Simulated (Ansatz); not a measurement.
ReC:
```cif
data_CRe
_chemical_formula_sum 'C1 Re1'
_space_group_name_H-M_alt 'P 1'
_space_group_IT_number 1
_cell_length_a 3.07353
_cell_length_b 3.07353
_cell_length_c 3.07353
_cell_angle_alpha 60.000
_cell_angle_beta 60.000
_cell_angle_gamma 60.000
loop_
_space_group_symop_operation_xyz
  'x, y, z'
loop_
_atom_site_label
_atom_site_type_symbol
_atom_site_fract_x
_atom_site_fract_y
_atom_site_fract_z
_atom_site_occupancy
C1 C 0.00000 0.00000 0.00000 1
Re1 Re 0.50000 0.50000 0.50000 1
```

This is the PBE-relaxed structure.

Problem. All from plane-wave PAW PBE (Ansatz code), unless another level is named. Estimate the electronic character.

Solution. metallic (no gap).

Problem. Predict the formation energy from the elements (no fitted shifts).

Solution. 0.92 eV/atom.

Problem. And the density of states at the Fermi level?

Solution. 1.1 states/eV per atom (mean over ±0.08 eV).

Problem. Predict the gap with spin–orbit coupling.

Solution. none (metallic).

Space group Fm-3m (rock salt). The start of the workflow was typed in or built on a structure type; neither database checked (COD, Materials Project) lists it. Whether it is the stable phase at ambient conditions was not checked. The cell was relaxed with PBE under the symmetry of its start; whether a distortion lowers the energy is not shown. No spin polarisation was allowed. Its formation energy is positive at this level, so the cell may be metastable or incomplete. The references are the lowest solids computed at this level, not always the standard phases. Scalar-relativistic: spin–orbit coupling is off unless named, which matters more the heavier the elements.

Potentials: the later of the program's two PAW sets.
